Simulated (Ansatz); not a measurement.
An Ansatz (a first-principles code) run. Input:

Ansatz 0.2 input:
```yaml
crystal:
  lattice:
    - [3.4545309043, 0.0, 0.0]
    - [-1.7272654521, 2.9917115212, 0.0]
    - [0.0, 0.0, 11.6070637185]
  atoms:
    - { symbol: Ti, position: [0.3333333333, 0.6666666667, 0.3838144971] }
    - { symbol: Ti, position: [0.6666666667, 0.3333333333, 0.6161855029] }
    - { symbol: Ti, position: [0.6666666667, 0.3333333333, 0.8838144971] }
    - { symbol: Ti, position: [0.3333333333, 0.6666666667, 0.1161855029] }
    - { symbol: P, position: [0.6666666667, 0.3333333333, 0.25] }
    - { symbol: P, position: [0.3333333333, 0.6666666667, 0.75] }
    - { symbol: P, position: [0.0, 0.0, 0.5] }
    - { symbol: P, position: [0.0, 0.0, 0.0] }
kpoints:
  mp_grid: { grid: [14, 14, 4] }
hamiltonian:
  xc: pbesol
  pseudopotentials: { kind: paw }
scf:
  occupations: { method: fermi_dirac, width: 0.1 }
phonons:
  method: dfpt
  response_accuracy: low
  eigenvectors: true
  rigid_motions: translations
```

Output (shortened):

```
Pseudopotential: Ti, paw, valence charge 12
Pseudopotential: P, paw, valence charge 5
Functional definition: PBEsol
Crystal: 8 atoms, lattice volume = 119.959 Å³
Basis set: ecut = 420 eV, 2319 PW (Γ), exchange–correlation on 48×48×160 points (8 copies of the dense FFT grid, shifted against one another)
Bands: 42, of which v1, the nominal top of the filled ones, is band 34 counted from 1 (33 counted from 0)
Symmetry: 24 space group operations
k-points: 219 of 784 (irreducible under 2 space group operations, time reversal used)
SCF iter   1: F=—  HF=-12866.070489 eV  |F-HF|=—  |Δ(HF+E_count)|=         —  Δρ=4.96e-3  dr2=2.28e-2  ethr=1.77e-3  ⟨swp⟩=6.2  Hψ=37270  notcnv=0
preconditioner: auto → Kerker (q_TF=auto, 2.482 Å⁻¹)
SCF iter   2: F=—  HF=-12866.063234 eV  |F-HF|=—  |Δ(HF+E_count)|=   7.25e-3  Δρ=2.55e-3  dr2=7.65e-3  ethr=3.35e-5  ⟨swp⟩=3.0  Hψ=19518  notcnv=0
SCF iter   3: F=—  HF=-12866.061224 eV  |F-HF|=—  |Δ(HF+E_count)|=   2.01e-3  Δρ=6.41e-4  dr2=3.90e-4  ethr=1.12e-5  ⟨swp⟩=2.0  Hψ=12731  notcnv=0
SCF iter   4: F=—  HF=-12866.061123 eV  |F-HF|=—  |Δ(HF+E_count)|=   1.02e-4  Δρ=1.13e-4  dr2=1.21e-5  ethr=5.74e-7  ⟨swp⟩=3.0  Hψ=17225  notcnv=0
SCF iter   5: F=—  HF=-12866.061123 eV  |F-HF|=—  |Δ(HF+E_count)|=   5.72e-7  Δρ=2.37e-5  dr2=9.17e-7  ethr=1.78e-8  ⟨swp⟩=2.5  Hψ=13422  notcnv=0
SCF iter   6: F=—  HF=-12866.061124 eV  |F-HF|=—  |Δ(HF+E_count)|=   5.44e-7  Δρ=6.34e-6  dr2=6.08e-8  ethr=1.35e-9  ⟨swp⟩=2.3  Hψ=13067  notcnv=0
SCF iter   7: F=—  HF=-12866.061124 eV  |F-HF|=—  |Δ(HF+E_count)|=   1.69e-8  Δρ=1.81e-6  dr2=7.16e-9  ethr=8.94e-11  ⟨swp⟩=2.0  Hψ=15902  notcnv=0
SCF iter   8: F=—  HF=-12866.061124 eV  |F-HF|=—  |Δ(HF+E_count)|=   1.14e-9  Δρ=4.81e-7  dr2=6.83e-10  ethr=1.05e-11  ⟨swp⟩=2.0  Hψ=12199  notcnv=0
SCF iter  10: F=-12866.061124 eV  HF=-12866.061124 eV  |F-HF|=7.28e-12  |Δ(HF+E_count)|=  3.64e-12  Δρ=2.17e-8  dr2=6.49e-13  ethr=1.00e-12  ⟨swp⟩=6.7  Hψ=38635  notcnv=0
SCF 1 converged in 10 iterations: F = -12866.061124 eV  dr2 = 6.49e-13
DFPT response loops at Γ: preconditioner auto → Kerker (q_TF=auto, 2.482 Å⁻¹) (partly filled bands, converged f_vac=0.000) …
SCF converged after 10 iterations
Free energy (F): -12866.061124 eV
Harris-Foulkes:  -12866.061124 eV  (|F-HF|=7.28e-12)
Internal energy: -12865.959505 eV  (E = F + TS)
E sigma→0 (E₀):  -12866.010314 eV
Entropy (-TS):   -0.101619 eV (-12.702 meV/atom)
Fermi energy:    12.945084 eV
--- Per-component energies (eV) ---
  E_band       = -544.912074
  E_kinetic    = 1387.529865
  E_local      = -3799.687989  (includes V_loc(G=0)·N_el)
  E_nonlocal   = 172.508094
  E_hartree    = 1575.118781
  E_xc         = -641.282784
  E_vxc        = -742.599315  (∫ρ·V_xc dr)
  E_paw        = -6307.065645  (= ΣΔE_a)
  E_vpaw       = -712.900802  (= ΣTr[D̂ρ^β])
  E_aug_tail   = 0.000472  (compensation charges beyond the density's cutoff)
  E_ewald      = -5253.822221
  E_core_change = 0.741922  (= ΣΔE_core)
  E_smearing   = -0.101619  (= −TS)
  E_closure    = 0.000000  (closes the sum)
  Σ components = -12866.061124   (vs F -12866.061124, Δ=0.00e0)
  [band-id]    e_kinetic+e_local+e_nonlocal+2·e_hartree+e_vxc+e_vpaw+e_augmentation_tail = -544.912113   (vs E_band -544.912074, Δ=-3.94e-5)
--- Band table (eV; the first three rows and the last of 219) ---
  k-point 0: bands = ["-43.8858", "-43.8757", "-43.8733", "-43.8631", "-20.3783", "-20.2675", "-20.2665", "-20.2579", "-20.2579", "-20.2466", "-20.2466", "-20.2432", "-20.2432", "-20.2319", "-20.2319", "-20.1536", "0.0984", "0.8567", "1.3132", "2.6846", …
  k-point 1: bands = ["-43.8849", "-43.8789", "-43.8700", "-43.8640", "-20.3699", "-20.3098", "-20.2569", "-20.2569", "-20.2501", "-20.2501", "-20.2397", "-20.2397", "-20.2329", "-20.2329", "-20.2239", "-20.1623", "0.1606", "0.6234", "1.6189", "2.5090", …
  k-point 2: bands = ["-43.8825", "-43.8825", "-43.8664", "-43.8664", "-20.3459", "-20.3459", "-20.2542", "-20.2542", "-20.2542", "-20.2542", "-20.2357", "-20.2357", "-20.2357", "-20.2357", "-20.1871", "-20.1871", "0.3425", "0.3425", "2.0941", "2.0941", …
  k-point 218: bands = ["-43.8701", "-43.8674", "-43.8599", "-43.8571", "-20.3714", "-20.3593", "-20.3545", "-20.3411", "-20.3195", "-20.3038", "-20.2948", "-20.2865", "-20.2779", "-20.2673", "-20.1944", "-20.1714", "2.2499", "2.3235", "2.8981", "2.9520", …
--- Phonons (Γ-DFPT): 6 representative perturbations + reference, on 219 of 784 k-points (Σ response iterations 18) ---
  ASR residual: 4.360e-4 → 0.000e0 eV/Å²; symmetrization residual: 7.686e-5 eV/Å²
  ASR residual per site (eV/Å²): 4.36e-4 4.36e-4 4.36e-4 4.36e-4 1.31e-4 1.31e-4 1.13e-4 1.13e-4
  Γ frequencies (cm⁻¹): 0.00 0.00 0.00 151.42 151.42 168.52 168.52 204.03 210.03 254.67 254.67 296.41 296.41 322.22 322.22 322.91 353.84 371.98 402.66 423.72 423.72 423.87 426.45 426.45
  non-analytic LO–TO correction: not included (Born effective charges unavailable; polar crystals: no LO–TO splitting at Γ)
```

Cost: very roughly 10 core-minutes on shared cores.

Space group P6_3/mmc. The workflow started from a Materials Project entry (that database holds measured and hypothetical structures alike); the Crystallography Open Database files this formula in space group No. 194, but the cells were not matched. Whether it is the stable phase at ambient conditions was not checked. The PBEsol relaxation kept the symmetry of its start; its stability against distortions is not shown here. The run is not spin-polarised. As this level gives no gap, phonon frequencies hold no LO–TO term and depend on the k-mesh and smearing (Fermi–Dirac, 0.1 eV here).

Potentials: the later of the program's two PAW sets.

Ansatz is a plane-wave DFT program.
